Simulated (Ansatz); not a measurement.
CaF2 (fluorite)

```yaml
crystal:
  lattice:
    - [0.00000, 2.75553, 2.75553]
    - [2.75553, 0.00000, 2.75553]
    - [2.75553, 2.75553, 0.00000]
  atoms:
    - { symbol: Ca, position: [0.00000, 0.00000, 0.00000] }
    - { symbol: F, position: [0.75000, 0.75000, 0.75000] }
    - { symbol: F, position: [0.25000, 0.25000, 0.25000] }
```

The slice is a {110} plane (indices of the conventional cell) through the point (0.750, 0.750, 0.750) (fractional), spanned by u = [100] and v = [1 -1 -1] in vectors of this cell: u (3.90 Å) and v (5.51 Å, at 90° to u). It covers one period; positions are fractions (u, v).

Method: PBE (plane waves to 420 eV, PAW, scalar-relativistic; Ansatz, a quantum-chemistry and plane-wave program). k mesh 10×10×10. Inside the PAW spheres the values are not all-electron values, and peaks at nuclei hang on which shells count as valence. CaF2 was relaxed with its symmetry unable to fall.

Three fields on this plane, each scaled to ten steps between its own extremes (0 low, 9 high; the total valence density on a logarithmic scale, the potential cut 8 eV below its top; x marks points blanked near nuclei; v = 0 in the bottom row):

Map A
```
|xxxx5200025xxx|
|xxx51xxxxx15xx|
|xxx30xxxxx03xx|
|9860xxxxxxx068|
|9850xxxxxxx058|
|9860xxxxxxx068|
|xxx30xxxxx03xx|
|xxx51xxxxx15xx|
|xxxx5200025xxx|
|xxxx8654568xxx|
|xxxx9887889xxx|
|xxx999989999xx|
|xxx999999999xx|
|99999999999999|
|99999999999999|
|99999999999999|
|xxx999999999xx|
|xxx999989999xx|
|xxxx9887889xxx|
|xxxx8654568xxx|
```

Map B
```
|xxxx1024201xxx|
|xxx40xxxxx04xx|
|xxx04xxxxx41xx|
|3301xxxxxxx113|
|0002xxxxxxx200|
|3311xxxxxxx103|
|xxx14xxxxx40xx|
|xxx40xxxxx04xx|
|xxxx1024201xxx|
|xxxx5000005xxx|
|xxxx6000006xxx|
|xxx940000049xx|
|xxx520000025xx|
|33210000000123|
|00000000000000|
|33210000000123|
|xxx520000025xx|
|xxx940000049xx|
|xxxx6000006xxx|
|xxxx5000005xxx|
```

Map C
```
|xxxx8778778xxx|
|xxx98xxxxx89xx|
|xxx89xxxxx98xx|
|8778xxxxxxx877|
|6668xxxxxxx866|
|8778xxxxxxx877|
|xxx89xxxxx98xx|
|xxx98xxxxx89xx|
|xxxx8778778xxx|
|xxxx7544457xxx|
|xxxx7432347xxx|
|xxx864212468xx|
|xxx742111247xx|
|87653100013567|
|66542100012456|
|87653100013567|
|xxx742111247xx|
|xxx864212468xx|
|xxxx7432347xxx|
|xxxx7544457xxx|
```

### Question
Assign the maps to these fields: electron localisation function (ELF); valence electron density; electrostatic potential energy of an electron, from the cell's mean.

### Answer
A is the electrostatic potential energy of an electron, from the cell's mean; B is the electron localisation function (ELF); C is the valence electron density.
